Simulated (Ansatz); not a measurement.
CdI₂:
```yaml
crystal:
  lattice:
    - [4.16416, 0.00000, 0.00000]
    - [-2.08208, 3.60627, 0.00000]
    - [0.00000, 0.00000, 19.99525]
  atoms:
    - { symbol: Cd, position: [0.66667, 0.33333, 0.33275] }
    - { symbol: Cd, position: [0.33333, 0.66667, 0.66725] }
    - { symbol: Cd, position: [0.00000, 0.00000, 0.00000] }
    - { symbol: I, position: [0.33333, 0.66667, 0.08458] }
    - { symbol: I, position: [0.66667, 0.33333, 0.91542] }
    - { symbol: I, position: [0.33333, 0.66667, 0.41728] }
    - { symbol: I, position: [0.66667, 0.33333, 0.58272] }
    - { symbol: I, position: [0.00000, 0.00000, 0.24818] }
    - { symbol: I, position: [0.00000, 0.00000, 0.75182] }
```

The program Ansatz at the LDA level (PAW) gives a gap of 2.00 eV without spin–orbit coupling, maximum off the standard path, at k = (-0.125, 0.000, 0.208), minimum at M.

Question: What happens when spin–orbit coupling is switched on?

Answer: The gap falls by 0.32 eV, to 1.68 eV; maximum at A, minimum at M.

Question: Give the electron effective mass with spin–orbit coupling.

Answer: 0.32, 0.54, 4.7 mₑ (principal values).

Question: Give the hole effective mass with spin–orbit coupling.

Answer: 0.40, 0.40, 2.7 mₑ (principal values).

Space group P-3m1. The first step of the workflow began from a Materials Project structure, measured or hypothetical; the Crystallography Open Database files this formula in space group No. 164, but the cells were not matched. Whether it is the stable phase at ambient conditions was not checked. The LDA relaxation kept the symmetry of its start; its stability against distortions is not shown here. A crystal of weakly bound layers computed without a dispersion correction: the cell and the soft elastic constants depend strongly on that.

Potentials: the later of the program's two PAW sets.
